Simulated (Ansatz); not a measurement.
## CsEu (P-6m2): spiral at q = 0

Computed with Ansatz, DFT, LDA, all-electron LAPW, scalar-relativistic.

Command: `ansatz run input.yaml --threads 2 --pin off --max-ram 4096MiB --backend cpu --events-out ev --progress --plain --runs-dir out`

```yaml
crystal:
  lattice:
    - [4.4644198847, 0.0, 0.0]
    - [-2.2322099423, 3.8663010333, 0.0]
    - [0.0, 0.0, 8.008631]
  atoms:
    - { symbol: Cs, position: [0.0, 0.0, 0.5] }
    - { symbol: Eu, position: [0.6666666667, 0.3333333333, 0.0], spin: 7.2, spin_axis: [1.0, 0.0, 0.0] }
magnetization:
  noncollinear: true
  spin_spiral: { q: [0.0, 0.0, 0.0] }
kpoints:
  mp_grid: { grid: [9, 9, 5] }
scf:
  occupations: { method: fermi_dirac, width: 0.05 }
hamiltonian:
  xc: lda
  pseudopotentials: { kind: all_electron, lapw: { basis_error: 0.001 } }
output:
  eigenvalues: false
```

Log:

```
settings of this run that can trade accuracy for cost: output.eigenvalues: false. Do not mix this run's numbers with those of runs without the same settings; the input reference describes each key
LAPW: plane waves up to 5.722 Å⁻¹, error target 1.0e-3 eV per atom; small_component_spin mean_spin; Cs in spheres of 2.232 Å, 19 of its electrons in bands, Dirac shells []; Eu in spheres of 2.232 Å, 17 of its electrons in bands, Dirac shells [] (how accurate: hamiltonian.pseudopotentials.lapw.basis_error, Limitations)
band count auto-derived: 50 (N_el = 36.0; filled up to band 36; 44 by the electrons, moments and atoms)
Engine: ansatz 0.2.0
Pseudopotentials: kind: all_electron
Pseudopotential: Cs, LAPW, valence charge 19, lapw/all_electron/scalar/gaussian/Cs, Koelling and Harmon's equation, gaussian nucleus
Pseudopotential: Eu, LAPW, valence charge 17, lapw/all_electron/scalar/gaussian/Eu, Koelling and Harmon's equation, gaussian nucleus
Functional definition: SPW92
  exchange = slater_x
  correlation = pw_c
Crystal: 2 atoms, lattice volume = 138.235 Å³
Basis set: ecut = 124.7386625877017 eV, 417 PW (Γ), exchange–correlation at level 2
Bands: 50, of which v1, the nominal top of the filled ones, is band 36 counted from 1 (35 counted from 0)
Symmetry: 12 space group operations
k-points: 36 of 405
Spin spiral: q = (0, 0, 0) of the reciprocal vectors; moments are told in the frame that turns with it, a site's in that at the site
Non-local potential: Cs, projectors of the file, none
Non-local potential: Eu, projectors of the file, none
Initial density: superposition of atomic densities (chi_scale 0.1, normalization cell)
Starting moments: Σ|m| = 7.2 μB on 1 of 2 sites
Initial wavefunctions: plane waves of lowest kinetic energy (no species holds an atomic orbital)
Functional: x = slater, c = lda
iter 1 solved again at ethr=4.98e-4 eV; its pass at ethr=1.00e-1 eV (dr2=1.79e-1 eV) is discarded
SCF iter   1: F=—  HF=-506589.753605 eV  |F-HF|=—  |Δ(HF+E_count)|=         —  Δρ=3.47e-3  dr2=1.79e-1  dr2_m=1.66e-3  ethr=4.98e-4  |M|=7.47e0 ∫|m|=7.47e0 μB  β_m=1.00  ⟨swp⟩=3.8  Hψ=12419  notcnv=0
preconditioner: auto → Kerker (q_TF=auto, 2.180 Å⁻¹)  [metal: Δε(μ)=0.038 eV  Ē_g=6.065 eV  σ=0.050 eV  W_gap=0.18  n_scr=22 (ndim 8)  ℏωp=12.6 eV  f_vac=0.000  D(μ)=2.85/eV (n_scr^D=22)]
spin=Noncollinear: Kerker preconditioning applied to the charge; magnetization (m_x, m_y, m_z) channels mix plain (no charge-response kernel on spin).
[...]
SCF iter  15: F=-506589.718628 eV  HF=-506589.718628 eV  |F-HF|=4.05e-8  |Δ(HF+E_count)|=   1.70e-7  Δρ=3.54e-6  dr2=9.07e-8  dr2_m=1.67e-10  ethr=1.09e-9  |M|=7.45e0 ∫|m|=7.45e0 μB  ⟨swp⟩=3.0  Hψ=5787  notcnv=0
SCF 1 converged in 15 iterations: F = -506589.718628 eV  dr2 = 9.07e-8
WARN: this state was not checked for a lower one beside it: the run's test of it (scf.lower_state_search) could not run behind this SCF: none is made under non-collinear spin (noncollinear)
SCF converged after 15 iterations
Magnetization: |M| = 7.4471 μB,  M = (+7.4471, +0.0000, +0.0000) μB
Absolute magnetization: 7.4473 μB (∫|m|)
  site 0: m = (+0.0745, +0.0000, +0.0000) μB, |m| = 0.0745 μB  (R = 2.23 Å)
  site 1: m = (+7.2155, +0.0000, +0.0000) μB, |m| = 7.2155 μB  (R = 2.23 Å)
Free energy (F): -506589.718628 eV
Harris-Foulkes:  -506589.718628 eV  (|F-HF|=4.05e-8)
Internal energy: -506589.697849 eV  (E = F + TS)
E sigma→0 (E₀):  -506589.708238 eV
Entropy (-TS):   -0.020779 eV (-10.389 meV/atom)
Fermi energy:    6.076924 eV
--- Per-component energies (eV) ---
  E_band       = -804.068495
  E_kinetic    = 544597.178275
  E_xc         = -11490.815550
  E_electrostatic = -1039696.060573  (all electrons and nuclei)
  E_smearing   = -0.020779  (= −TS)
  E_closure    = 0.000000  (closes the sum)
  E_atoms      = -506579.054659  (free atoms, spherical and without spin; not in F)
  Σ components = -506589.718628   (vs F -506589.718628, Δ=0.00e0)
  Basis errors (estimates in eV, not in F): energy 3.4e-5 per atom: plane waves 7.3e-6 (3.7e-6 summed), levels above the bands 3.1e-26, relativity 1.4e-9, radial functions 2.5e-5, core shells 1.6e-6; eigenvalues (radial functions only) 1.9e-6; not estimated: angular momenta, meshes, grids; target (lapw.basis_error) 1.0e-3; muffin-tin radii Cs 2.232 Å, Eu 2.232 Å
settings of this run that can trade accuracy for cost: output.eigenvalues: false. Do not mix this run's numbers with those of runs without the same settings; the input reference describes each key
```

Site moments (μB): Cs1 0.07, Eu2 7.22. Cell moment 7.45 μB in the turning frame.

Without U a semilocal functional puts the f levels too near the Fermi level, which can change moments and the order of magnetic states; site and cell moments are spin moments. Spin–orbit coupling is left out although heavy atoms are present. In at least one run the program's final test of stability wasn't made or came to no verdict. With open f shells a run can end in a state that isn't the lowest. The magnetic state is the one that this cell and start allow. It needn't be the compound's measured order, which may need a larger cell or be absent.

It took 48 s on 2 threads of Intel(R) Xeon(R) 6975P-C (Granite Rapids) (shared host), peak memory 0.64 GiB.
